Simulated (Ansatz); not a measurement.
The elements of this relaxed trial crystal are hidden behind letters.

```
lattice vectors (Å)
   6.6826    0.0000    0.0000
   0.0000    6.6826    0.0000
   0.0000    0.0000    6.6826
fractional positions
X 0.0000 0.5000 0.5000
X 0.5000 0.0000 0.5000
X 0.5000 0.5000 0.0000
Z 0.5000 0.5000 0.5000
Q 0.0000 0.0000 0.0000
```

The calculation used DFT PBE, scalar-relativistic, plane waves, PAW (Ansatz). Settings of the last relaxation (5-atom cell): 420 eV, 4×4×4 k points, Gaussian smearing of 0.02 eV, no spin polarisation.

- Space group: Pm-3m (No. 221)
- Conventional cell: a = 6.683 Å
- Volume per atom: 59.69 Å³
- Density: 3.10 g/cm³
- Formation energy: −1.161 eV/atom
- Gap on the 4×4×4 mesh of the 5-atom cell: 1.09 eV

Energies are uncorrected and count from the elements' standard states at the same level.

Question: X is an s-block element of period 6, Z is a p-block element of period 3 and Q is a p-block element of period 5. Which elements are they?

Answer: X = Cs, Z = S, Q = I, so the formula is Cs3SI, here in the antiperovskite type. Density times volume gives a mean mass of 3.10 × 59.69/1.6605 = 111.4 u per atom, and this set has 111.5 u. Cs is surrounded by 2 S at 3.34 Å, 4 I at 4.73 Å and 8 Cs at 4.73 Å; around S lie 6 Cs at 3.34 Å; I has 12 Cs at 4.73 Å. Other sets within the hints have nearly the same mass, so mass alone doesn't settle it; this one was computed.

These runs have no spin–orbit coupling, which can matter for I. Kohn–Sham gaps at this level usually fall short of measured ones. The missing spin–orbit coupling can work the other way here. A later test with randomly moved atoms led to a structure 17 meV/atom lower, so this end is a saddle point or a shallow minimum.
